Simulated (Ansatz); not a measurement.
A 14-atom cell of Si3N4 (P6_3/m) from a materials database, relaxed with r2SCAN in Ansatz 0.2.0. It is hexagonal, P6_3/m (No. 176); a = 7.606 Å, c = 2.906 Å in the conventional setting, 10.40 Å³ an atom. Si is surrounded by 4 N at 1.73–1.74 Å; N is surrounded by 3 Si at 1.73 Å; N is surrounded by 3 Si at 1.73–1.74 Å.

The axes x, y and z are those of this cell:
```
CELL_PARAMETERS angstrom
7.60566 0.00000 0.00000
-3.80283 6.58670 0.00000
0.00000 0.00000 2.90565
ATOMIC_POSITIONS crystal
Si 0.23061 0.82457 0.75000
Si 0.40604 0.23061 0.25000
Si 0.82457 0.59396 0.25000
Si 0.17543 0.40604 0.75000
Si 0.59396 0.76939 0.75000
Si 0.76939 0.17543 0.25000
N 0.33333 0.66667 0.75000
N 0.66667 0.33333 0.25000
N 0.96874 0.66968 0.75000
N 0.29906 0.96874 0.25000
N 0.66968 0.70094 0.25000
N 0.33032 0.29906 0.75000
N 0.03126 0.33032 0.25000
N 0.70094 0.03126 0.75000
```

Unstrained: PBE gives an indirect gap of 4.334 eV, from Γ–A (0.34 of the way from Γ) to Γ; the least direct gap is 4.538 eV at Γ. With r2SCAN the valence top lies at Γ–A (0.34 of the way from Γ) and the conduction bottom at Γ, 4.990 eV higher; the smallest vertical gap, at Γ, is 5.204 eV. The HSE06 gap is indirect, 5.774 eV (Γ–A (0.34 of the way from Γ) to Γ), below the direct gap of 6.006 eV at Γ. Meshes: PBE 6×6×8, r2SCAN 6×6×8, HSE06 3×3×6. Strains are changes of length per length. After each strain the atoms were relaxed again with r2SCAN within the symmetry that the strain leaves, so tilts or polar shifts that break it weren't tested; points keep the names that they have in the unstrained zone. No spin polarisation and no zero-point or thermal motion.

Question: Estimate what uniaxial -1.0 % along z, other directions held does to the gap.

Answer: PBE: the gap goes from 4.334 to 4.539 eV (+0.205 eV); the edges go from Γ–A (0.34) → Γ to Γ–A (0.32) → Γ. r2SCAN: the gap goes from 4.990 to 5.205 eV (+0.215 eV); the edges go from Γ–A (0.34) → Γ to Γ–A (0.32) → Γ. HSE06: the gap goes from 5.774 to 5.986 eV (+0.212 eV); the edges go from Γ–A (0.34) → Γ to Γ–A (0.32) → Γ. The r2SCAN energy rises by 1.9 meV an atom.

Question: Apply uniaxial +1.0 % along z, other directions held. How far does the gap move, against the unstrained cell?

Answer: PBE: the gap goes from 4.334 to 4.131 eV (-0.203 eV); the edges go from Γ–A (0.34) → Γ to Γ–A (0.35) → Γ. r2SCAN: the gap goes from 4.990 to 4.778 eV (-0.212 eV); the edges go from Γ–A (0.34) → Γ to Γ–A (0.35) → Γ. HSE06: the gap goes from 5.774 to 5.564 eV (-0.210 eV); the edges go from Γ–A (0.34) → Γ to Γ–A (0.35) → Γ. The r2SCAN energy rises by 1.8 meV an atom.

Question: Estimate what uniaxial +2.0 % along z, other directions held does to the gap.

Answer: PBE: the gap goes from 4.334 to 3.932 eV (-0.402 eV); the edges go from Γ–A (0.34) → Γ to Γ–A (0.35) → Γ. r2SCAN: the gap goes from 4.990 to 4.570 eV (-0.420 eV); the edges go from Γ–A (0.34) → Γ to Γ–A (0.35) → Γ. HSE06: the gap goes from 5.774 to 5.357 eV (-0.417 eV); the edges go from Γ–A (0.34) → Γ to Γ–A (0.35) → Γ. The r2SCAN energy rises by 7.1 meV an atom.

Question: Apply uniaxial -3.0 % along z, other directions held. How far does the gap move, against the unstrained cell?

Answer: PBE: the gap goes from 4.334 to 4.557 eV (+0.223 eV); the edges go from Γ–A (0.34) → Γ to Γ → Γ–A (0.91).

Question: Estimate what uniaxial +3.0 % along z, other directions held does to the gap.

Answer: PBE: the gap goes from 4.334 to 3.738 eV (-0.596 eV); the edges go from Γ–A (0.34) → Γ to Γ–A (0.36) → Γ. r2SCAN: the gap goes from 4.990 to 4.366 eV (-0.624 eV); the edges go from Γ–A (0.34) → Γ to Γ–A (0.36) → Γ. HSE06: the gap goes from 5.774 to 5.155 eV (-0.619 eV); the edges go from Γ–A (0.34) → Γ to Γ–A (0.36) → Γ. The r2SCAN energy rises by 15.7 meV an atom.

Question: Estimate what uniaxial -2.0 % along z, other directions held does to the gap.

Answer: PBE: the gap goes from 4.334 to 4.590 eV (+0.256 eV); the edges go from Γ–A (0.34) → Γ to Γ–A (0.31) → Γ–A (0.91). r2SCAN: the gap goes from 4.990 to 5.214 eV (+0.224 eV); the edges go from Γ–A (0.34) → Γ to Γ–A (0.31) → Γ–A (0.91). HSE06: the gap goes from 5.774 to 5.999 eV (+0.225 eV); the edges go from Γ–A (0.34) → Γ to Γ–A (0.31) → Γ–A (0.91). The r2SCAN energy rises by 7.7 meV an atom.

Where an edge lies off the special points, it is a point of the mesh or the k point where a search put PBE's edge or least direct gap, reused for the other functionals, whose own edges may lie a little apart.

The meshes of the hybrids are coarse, so their gaps aren't converged to the digits shown.
